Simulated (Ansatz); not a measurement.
Suppose RuAu takes space group Pm-3m (No. 221), with Ru on 1a; Au on 1b. The cell of RuAu is invented: ordered superstructure of bcc (sublattice all; occupants of the shared sites, in ratio, Ru: 1, Au: 1).

Method: DFT PBE, scalar-relativistic, plane waves, PAW (Ansatz). Cutoff 420 eV, Γ-centred mesh, Gaussian smearing, no spin polarisation.

Energies over the elements count from the elements' standard structures at the same level, with no fitted energy shifts.

Q: Which cell and coordinates does it relax to?

A:

Space group Pm-3m (No. 221). a = 3.165 Å, b = 3.165 Å, c = 3.165 Å, α = 90.00°, β = 90.00°, γ = 90.00°
| atom | site | symmetry | x | y | z |
| --- | --- | --- | --- | --- | --- |
| Ru | 1a | m-3m | 0.0000 | 0.0000 | 0.0000 |
| Au | 1b | m-3m | 0.5000 | 0.5000 | 0.5000 |

It has the caesium chloride type. Ru has 8 Au at 2.74 Å and 6 Ru at 3.16 Å; Au has 8 Ru at 2.74 Å and 6 Au at 3.16 Å.

Q: And its energy and gap?

A: The energy over the elements is +0.60 eV/atom. The gap on the 18×18×18 mesh of the 2-atom cell is 0 eV (a metal). A positive value: parting into the elements would lower its energy.

The last run used Gaussian smearing of 0.10 eV. Spin–orbit coupling, which can matter for Au, is left out. Symmetry constrained the relaxation, so the result can be a saddle point.
